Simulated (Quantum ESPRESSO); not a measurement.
Kohn-Sham bands of ZnTe (zinc blende)

```
CELL_PARAMETERS angstrom
      0.00000     3.05561     3.05561
      3.05561     0.00000     3.05561
      3.05561     3.05561     0.00000
ATOMIC_POSITIONS crystal
  Zn 0.50000 0.50000 0.50000
  Te 0.75000 0.75000 0.75000
```

Cell from Materials Project (mp-2176), symmetrised, no further relaxation. COD (Crystallography Open Database) has the formula in 3 space groups, this one among them (matched by group alone). Computed values, not measurements, from PBEsol: Quantum ESPRESSO (norm-conserving PseudoDojo potentials, cutoff 68 Ry, no spin polarisation, no spin-orbit coupling) on a Γ-centred 10×10×10 mesh, then Wannier90. Density: 10×10×10 mesh, cold smearing 0.01 Ry. Spin-orbit coupling is left out although heavy elements are present.

Energies are relative to the valence-band maximum; weights are on the orthonormalised atomic waves of the pseudopotential files, averaged over the group. 36 electrons a cell are treated as valence.

```tsv
bands	from (eV)	to (eV)	filling	weight on atomic waves
1	-125.47	-125.47	filled	?
2–4	-79.76	-79.76	filled	?
5–9	-36.21	-36.20	filled	?
10	-11.79	-10.62	filled	?
11–15	-6.88	-6.36	filled	?
16–18	-5.16	0.00	filled	?
```

Question: Which atomic shells make up each group?

Answer: 
- 1, weight on atomic waves: Zn 3s 100 %
- 2–4, weight on atomic waves: Zn 3p 100 %
- 5–9, weight on atomic waves: Te 4d 100 %
- 10, weight on atomic waves: Te 5s 84 %, Zn 4s 10 %, Zn 3d 4 %
- 11–15, weight on atomic waves: Zn 3d 97 %
- 16–18, weight on atomic waves: Te 5p 79 %, Zn 4s 11 %

The Kohn-Sham gap over both meshes and the path is 1.13 eV.
